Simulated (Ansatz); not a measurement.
TaSe3:
```yaml
crystal:
  lattice:
    - [9.74838, 0.00000, 0.00000]
    - [0.00000, 3.43140, 0.00000]
    - [-2.90669, 0.00000, 9.88308]
  atoms:
    - { symbol: Ta, position: [0.04857, 0.25000, 0.32739] }
    - { symbol: Ta, position: [0.95143, 0.75000, 0.67261] }
    - { symbol: Ta, position: [0.37457, 0.25000, 0.80601] }
    - { symbol: Ta, position: [0.62543, 0.75000, 0.19399] }
    - { symbol: Se, position: [0.12089, 0.25000, 0.60087] }
    - { symbol: Se, position: [0.87911, 0.75000, 0.39913] }
    - { symbol: Se, position: [0.73987, 0.25000, 0.61662] }
    - { symbol: Se, position: [0.26013, 0.75000, 0.38338] }
    - { symbol: Se, position: [0.57740, 0.75000, 0.91593] }
    - { symbol: Se, position: [0.42260, 0.25000, 0.08407] }
    - { symbol: Se, position: [0.20058, 0.75000, 0.86987] }
    - { symbol: Se, position: [0.79942, 0.25000, 0.13013] }
    - { symbol: Se, position: [0.07701, 0.75000, 0.14893] }
    - { symbol: Se, position: [0.92299, 0.25000, 0.85107] }
    - { symbol: Se, position: [0.42362, 0.75000, 0.63439] }
    - { symbol: Se, position: [0.57638, 0.25000, 0.36561] }
```

Relaxed with LDA. Special points in fractions of this cell's reciprocal vectors: Γ (0.000, 0.000, 0.000); Z (0.000, 0.500, 0.000); D (0.000, 0.500, 0.500); B (0.000, 0.000, 0.500); A (-0.500, 0.000, 0.500); E (-0.500, 0.500, 0.500); C2 (-0.500, 0.500, 0.000); Y2 (-0.500, 0.000, 0.000).

### Question
List the band energies nearest the Fermi level at these points for the program Ansatz at the LDA level (PAW).

### Answer
In eV from the Fermi level; about four levels below and three above (degenerate sets whole), none deeper than 8.9 eV; points with the same levels are listed once.

```tsv
k	below	above
Γ	-1.00 -0.40 -0.37 -0.31	0.19 0.30 0.45
Z	-1.42 -1.42 -0.79 -0.79	1.56 1.56 1.66 1.66
D	-1.51 -1.51 -0.80 -0.80	1.40 1.40 1.60 1.60
B	-0.80 -0.67 -0.51 -0.10	0.07 0.16 0.33
A	-0.43 -0.39 -0.30 -0.28	0.06 0.24 0.65
E	-1.49 -1.49 -0.88 -0.88	1.36 1.36 1.78 1.78
C2	-1.52 -1.52 -0.77 -0.77	1.24 1.24 1.52 1.52
Y2	-0.70 -0.35 -0.23 -0.10	0.22 0.41 0.92
```

Space group P2_1/m. The workflow started from a Materials Project entry (that database holds measured and hypothetical structures alike); the Crystallography Open Database copy checked does not list it. Whether it is the stable phase at ambient conditions was not checked. The cell was relaxed with LDA under the symmetry of its start; its stability against distortions is not shown here. The run is not spin-polarised. A crystal of weakly bound layers computed without a dispersion correction: the cell and the soft elastic constants depend strongly on that. Spin–orbit coupling is left out wherever it is not named.

Potentials: the later of the program's two PAW sets.
